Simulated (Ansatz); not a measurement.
The end point of a relaxation of P. Space group Pm-3m (No. 221), simple cubic type. Level of theory: r2SCAN (plane waves to 500 eV, PAW, scalar-relativistic; Ansatz, an electronic-structure program).

```cif
data_P
_chemical_formula_sum 'P1'
_space_group_name_H-M_alt 'Pm-3m'
_space_group_IT_number 221
_space_group_name_Hall '-P 4 2 3'
_cell_length_a 2.43650
_cell_length_b 2.43650
_cell_length_c 2.43650
_cell_angle_alpha 90.000
_cell_angle_beta 90.000
_cell_angle_gamma 90.000
loop_
_atom_site_label
_atom_site_type_symbol
_atom_site_symmetry_multiplicity
_atom_site_Wyckoff_symbol
_atom_site_fract_x
_atom_site_fract_y
_atom_site_fract_z
_atom_site_occupancy
P1 P 1 a 0.00000 0.00000 0.00000 1
```

* **Volume per atom**: 14.46 Å³
* **Band gap**: zero (metallic)
* **Shortest distances**: P–P 2.44 Å
* **k-mesh**: 19×19×19

No spin polarisation in the result. The relaxed primitive cell holds an odd number of electrons. A magnetic state may lie lower.

The run could not lose the symmetry of its start.

The relaxed structure has the type that P is known to take under pressure; here it was relaxed at zero pressure, from a generated start.
